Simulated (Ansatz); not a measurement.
The cell of Lu3Pt2 is invented: random cell by space group and Wyckoff sites (P6mm, No. 183). Its size is a rough estimate.

Space group P6mm (No. 183). a = 5.093 Å, b = 5.093 Å, c = 4.369 Å, α = 90.00°, β = 90.00°, γ = 120.00°
```
atom  site  symmetry       x       y       z
  Lu    3c       2mm  0.5000  0.0000  0.1879
  Pt    2b       3m. 0.3333  0.6667  0.5789
```

Theory: DFT PBE, scalar-relativistic, plane waves, PAW (Ansatz). Cutoff 420 eV, Gaussian smearing, Γ-centred meshes. Cell and atoms relax first on a coarse mesh and then on a finer one. In between, the cell is made exact in the group found at 0.06 Å. In metals the finer mesh still leaves noise of several meV/atom or more. The steps can't lower the symmetry of their start. No spin polarisation.

A guess keeps its type if space group and coordination stay and the shape of the cell changes little (axis ratios within about 15 %, angles within 6°); the volume may change.

Q: Does this structure survive the relaxation?

A: It doesn't keep its type. The symmetry goes from P6mm (No. 183) to P6/mmm (No. 191). The volume per atom grows by 77.3 %, from 19.6 to 34.8 Å³. The shortest distance goes from 2.25 Å (Lu–Pt) to 2.81 Å (Lu–Pt). Counting neighbours within 15 % of an atom's shortest distance, the start has Lu 6, Pt 3 and the end Lu 4, Pt 6. In detail, at the end around Lu lie 4 Pt at 2.81 Å and 6 Lu at 3.66–3.71 Å; Pt is surrounded by 6 Lu at 2.81 Å.

```cif
data_structure
_symmetry_space_group_name_H-M 'P 1'
_symmetry_Int_Tables_number 1
_cell_length_a 7.4129
_cell_length_b 7.4129
_cell_length_c 3.6566
_cell_angle_alpha 90.000
_cell_angle_beta 90.000
_cell_angle_gamma 120.000
_cell_volume 174.01
loop_
_atom_site_label
_atom_site_type_symbol
_atom_site_fract_x
_atom_site_fract_y
_atom_site_fract_z
_atom_site_occupancy
Lu1 Lu 0.50000 0.00000 0.00000 1
Lu2 Lu 0.00000 0.50000 0.00000 1
Lu3 Lu 0.50000 0.50000 0.00000 1
Pt1 Pt 0.33333 0.66667 0.50000 1
Pt2 Pt 0.66667 0.33333 0.50000 1
```

The zero of energy is the elements' standard structures at the same level; no fitted shifts are applied.

Q: At what energy does it end?

A: −0.60 eV/atom.

The last run used a 6×6×10 mesh (in the run's order of axes) for its 5-atom cell and Gaussian smearing of 0.10 eV. These runs have no spin–orbit coupling, which can matter for Pt. The cell is a metal run without spin; a magnetic state may lie lower. A structure relaxed within its symmetry needn't be a true minimum. Another cell of Lu3Pt2 relaxed alike, in P-3m1, lies 0.47 eV/atom lower, so this cell isn't the stable form at this level.
